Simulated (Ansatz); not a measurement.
### Question
Name crystals whose computed values (the program Ansatz at the LDA level (PAW)) fall in these windows: ε0 110 to 140; B₀ by P(V) fit (GPa) 210 to 270; highest Γ mode, no LO–TO term (cm⁻¹) 440 to 550.

### Answer


| crystal | ε0 | B₀ by P(V) fit (GPa) | highest Γ mode, no LO–TO term (cm⁻¹) |
|---|---|---|---|
| FeSi, P2_13 (Fe on 4a, Si on 4a) | 125 | 250 | 486 |
Others may fit too.

The cell was relaxed under the symmetry of its start. Rows with no word on spin ran without spin polarisation.

Potentials: the later of the program's two PAW sets.
